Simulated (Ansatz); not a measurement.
# Na-23 nuclear quadrupole resonance in Na3MgPCO7 at a changed volume

Cell: an entry of the Crystallography Open Database (COD; perhaps a calculated or model structure), relaxed with PBE at fixed cell and then changed (volume scaled by 1.01).

Space group P2_1/m (No. 11); a = 5.1732, b = 6.6384, c = 8.8560 Å, β = 90.31°.

| site | Wyckoff | site symmetry | x | y | z |
| --- | --- | --- | --- | --- | --- |
| Na1 | 4f | 1 | 0.7488 | 0.9943 | 0.2651 |
| Na5 | 2e | m | 0.7630 | 0.2500 | 0.9184 |
| Mg | 2e | m | 0.7822 | 0.7500 | 0.6466 |
| P | 2e | m | 0.7074 | 0.2500 | 0.5852 |
| C | 2e | m | 0.7299 | 0.7500 | 0.9369 |
| O13 | 2e | m | 0.9574 | 0.7500 | 0.8747 |
| O15 | 2e | m | 0.5267 | 0.7500 | 0.8492 |
| O17 | 2e | m | 0.7063 | 0.7500 | 0.0822 |
| O19 | 4f | 1 | 0.7793 | 0.4383 | 0.6820 |
| O23 | 2e | m | 0.8503 | 0.2500 | 0.4317 |
| O25 | 2e | m | 0.5909 | 0.7500 | 0.4462 |

One atom of each set is listed.

All values are calculated (Ansatz; DFT, PBE, plane waves and PAW, scalar-relativistic, 420 eV cutoff, Γ-centred 4×3×3 k-points, Fermi–Dirac smearing 0.02 eV), not measured.

Na-23: I = 3/2, Q = 104.0 mb (year-2017 value). Static lattice, zero field.

Question: At which frequencies do the Na-23 NQR lines lie?

Answer: For I = 3/2 there is one line, ν = (|C_Q|/2)(1 + η²/3)^½.

```json
{"site": "Na1", "atoms": "4", "V_zz (10²¹ V/m²)": "-0.94", "C_Q (MHz)": "-2.35", "η": "0.42", "line frequencies (MHz)": "1.21"}
{"site": "Na5", "atoms": "2", "V_zz (10²¹ V/m²)": "1.71", "C_Q (MHz)": "4.30", "η": "0.77", "line frequencies (MHz)": "2.35"}
```

The run took 58 s of wall time (58 s of CPU time) and 0.78 GiB at its peak, on 1 thread of Arm Neoverse V1 (aarch64; 8 cores open to the job, memory cap 3.0 GiB, no GPU), a shared host with a load of 0.3 a core.
